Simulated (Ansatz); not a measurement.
Start of a relaxation of Zr₂SiC₂:

```cif
data_structure
_symmetry_space_group_name_H-M 'Immm'
_symmetry_Int_Tables_number 71
_cell_length_a 3.9121
_cell_length_b 4.9783
_cell_length_c 7.6776
_cell_angle_alpha 90.000
_cell_angle_beta 90.000
_cell_angle_gamma 90.000
_cell_volume 149.52
loop_
_atom_site_label
_atom_site_type_symbol
_atom_site_symmetry_multiplicity
_atom_site_Wyckoff_symbol
_atom_site_fract_x
_atom_site_fract_y
_atom_site_fract_z
_atom_site_occupancy
Zr1 Zr 4 h 0.50000 0.73316 0.00000 1
Si1 Si 2 a 0.00000 0.00000 0.00000 1
C1 C 4 j 0.00000 0.50000 0.79846 1
```

The calculation used DFT PBE, scalar-relativistic, plane waves, PAW in Ansatz 0.2.0. Cutoff 420 eV, Gaussian smearing, Γ-centred meshes. Cell and atoms relax first on a coarse mesh and then on a finer one. In between, the cell is made exact in the group found at 0.06 Å. In metals the finer mesh still leaves noise of several meV/atom or more. The steps can't lower the symmetry of their start. No spin polarisation in the relaxation; trial moments died out in a coarse test.

A guess keeps its type if space group and coordination stay and the shape of the cell changes little (axis ratios within about 15 %, angles within 6°); the volume may change.

**Question.** Does it keep its structure type, or change into something else?

**Answer.** It doesn't keep its type. The symmetry stays Immm (No. 71). The volume per atom shrinks by 17.7 %, from 15.0 to 12.3 Å³. The shortest distance goes from 2.32 Å (Zr–Zr) to 2.08 Å (Si–C). Counting neighbours within 15 % of an atom's shortest distance, the start has C 10, Si 4, Zr 6 and the end C 2, Si 4, Zr 9. In detail, at the end Zr is surrounded by 6 C at 2.49–2.62 Å, 2 Si at 2.70 Å, 1 Zr at 2.83 Å, 2 Si at 3.08 Å and 6 Zr at 3.10–3.24 Å; Si has 4 C at 2.08 Å, 4 Zr at 2.70 Å and 4 Zr at 3.08 Å; C is surrounded by 2 Si at 2.08 Å and 6 Zr at 2.49–2.62 Å.

```yaml
crystal:
  lattice:
    - [-1.55073, 2.73325, 3.62822]
    - [1.55073, -2.73325, 3.62822]
    - [1.55073, 2.73325, -3.62822]
  atoms:
    - { symbol: Zr, position: [0.30496, 0.80496, 0.50000] }
    - { symbol: Zr, position: [0.69504, 0.19504, 0.50000] }
    - { symbol: Si, position: [0.00000, 0.00000, 0.00000] }
    - { symbol: C, position: [0.74512, 0.50000, 0.24512] }
    - { symbol: C, position: [0.25488, 0.50000, 0.75488] }
```

The last run used a 14×14×14 mesh for its 5-atom cell and Gaussian smearing of 0.10 eV. A structure relaxed within its symmetry needn't be a true minimum. Another cell of Zr2SiC2 relaxed alike, in P1, lies 129 meV/atom lower, so this cell isn't the stable form at this level.
